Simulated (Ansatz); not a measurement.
Calculated 139La nuclear quadrupole resonance for La₂Mg₃Ag₉

Cell: a computed structure from the Materials Project (it need not be an observed phase).

Space group C222 (No. 21); a = 5.5698, b = 10.1570, c = 10.1795 Å.

| site | Wyckoff | site symmetry | x | y | z |
| --- | --- | --- | --- | --- | --- |
| La | 4k | ..2 | 0.2500 | 0.2500 | 0.7527 |
| Mg3 | 2d | 222 | 0.0000 | 0.0000 | 0.5000 |
| Mg4 | 2a | 222 | 0.0000 | 0.0000 | 0.0000 |
| Mg5 | 2c | 222 | 0.5000 | 0.0000 | 0.5000 |
| Ag6 | 4k | ..2 | 0.2500 | 0.2500 | 0.0571 |
| Ag7 | 4k | ..2 | 0.2500 | 0.7500 | 0.5546 |
| Ag10 | 8l | 1 | 0.2499 | 0.0560 | 0.2506 |
| Ag14 | 2b | 222 | 0.5000 | 0.0000 | 0.0000 |

One atom of each set is listed; the run and its k-mesh use a cell of 14 atoms with edges of 5.79, 5.79, 10.18 Å.

All values are calculated (Ansatz; DFT, PBE, plane waves and PAW, scalar-relativistic, 420 eV cutoff, Γ-centred 6×6×3 k-points, Fermi–Dirac smearing 0.05 eV), not measured.

139La: I = 7/2, Q = 206.0 mb (year-2017 value). Static lattice, zero field.

Q: The simulated lines lie at 1.06, 2.09, 3.13 MHz. What are |C_Q|, η and |V_zz| at La?

A: For I = 7/2 and η = 0 the lines are |C_Q|/14 times 1, 2 and 3; η shifts the lowest up most. Here |C_Q| = 14.6 MHz, η = 0.06 and |V_zz| = 2.94 × 10²¹ V/m². The calculation gives V_zz negative; the lines don't show the sign. The site has 14 Ag at 3.10–3.84 Å, 6 Mg at 3.84–3.87 Å.

With no gap above 0.1 eV, as in a metal, the gradients converge slowly in k; expect changes of a tenth or more on a denser mesh. Without spin–orbit coupling (the program notes it for Ag and La) the gradients can shift somewhat, as the gap is small.
